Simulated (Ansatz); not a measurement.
BaTe:
```yaml
crystal:
  lattice:
    - [0.00000, 3.53235, 3.53235]
    - [3.53235, 0.00000, 3.53235]
    - [3.53235, 3.53235, 0.00000]
  atoms:
    - { symbol: Ba, position: [0.00000, 0.00000, 0.00000] }
    - { symbol: Te, position: [0.50000, 0.50000, 0.50000] }
```

Relaxed with PBE. Special points in fractions of this cell's reciprocal vectors: Γ (0.000, 0.000, 0.000); X (0.500, 0.000, 0.500); U (0.625, 0.250, 0.625); K (0.375, 0.375, 0.750); L (0.500, 0.500, 0.500); W (0.500, 0.250, 0.750).

### Question
List the band energies nearest the valence-band maximum at these points for plane-wave PAW PBE (Ansatz code).

### Answer
In eV from the valence-band maximum; about four levels below and three above (degenerate sets whole), none deeper than 8.9 eV; points with the same levels are listed once.

```
k                    below                above
-  -----------------------  -------------------
Γ           0.00 0.00 0.00  2.87 3.02 3.02 3.02
X        -1.06 -0.35 -0.35       1.66 4.47 4.60
U        -1.18 -0.99 -0.70       2.64 4.94 5.14
L  -8.77 -2.10 -1.01 -1.01  4.11 4.77 4.91 4.91
W        -1.18 -0.87 -0.87       3.52 3.52 4.81
```

Space group Fm-3m (rock salt). Symmetry was held in the PBE relaxation. Spin–orbit coupling is left out wherever it is not named.

Potentials: the later of the program's two PAW sets.
